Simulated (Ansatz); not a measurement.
Relaxed MgO (rock salt):

```xyz
4
Lattice="0.0000 4.2044 4.2044 2.1022 0.0000 2.1022 2.1022 2.1022 0.0000" Properties=species:S:1:pos:R:3 pbc="T T T"
O      0.0000     0.0000     0.0000
O      2.1022     4.2044     2.1022
Mg     2.1022     2.1022     2.1022
Mg     2.1022     4.2044     4.2044
```

A phonon eigenvector at L = (0.5, 0.0, 0.0) is frozen into this cell: atom i moves by Q times the vector below, so Q is the largest atomic displacement, in Å. The cell is held. (q is in reciprocal vectors of the primitive cell; the cell shown is doubled to hold the pattern.)

```
atom       x       y       z
----  ------  ------  ------
Mg3    0.577  -0.577  -0.577
Mg4   -0.577   0.577   0.577
```

Atoms not listed stay in place.

All values below come from r2SCAN (plane waves to 500 eV, PAW, scalar-relativistic; Ansatz, a quantum-chemistry and plane-wave program). k mesh 13×13×13 (Γ-centred), Fermi-Dirac smearing 0.05 eV. The energy includes the smearing's −TS. MgO was relaxed with its symmetry unable to fall. ΔE is measured from the undisplaced structure.

```tsv
Q (Å)	ΔE (meV/cell)
-0.1000	271.4
-0.0833	188.5
-0.0667	withheld
-0.0500	67.9
-0.0333	30.2
-0.0167	7.5
0.0000	0.0
0.0167	7.5
0.0333	30.2
0.0500	67.9
0.0667	withheld
0.0833	188.5
0.1000	271.4
```

Problem. Fit an even polynomial form (powers 2, 4) to the given rows and predict ΔE at Q = -0.0667.

Solution. Least squares on the 11 given rows: ΔE = (27200)·Q² + (-5738)·Q⁴, in meV/cell with Q in Å; root-mean-square residual 0.05 meV/cell. At -0.0667 the fit gives 120.9 meV/cell; the calculation gives 120.7 meV/cell, so the interpolation is off by 0.2 (+0.2 %). The quadratic term alone would give 121.0 meV/cell.

(For displaced atoms, the force is minus the slope of the energy, and its curvature is a force constant, which sets phonon frequencies.)
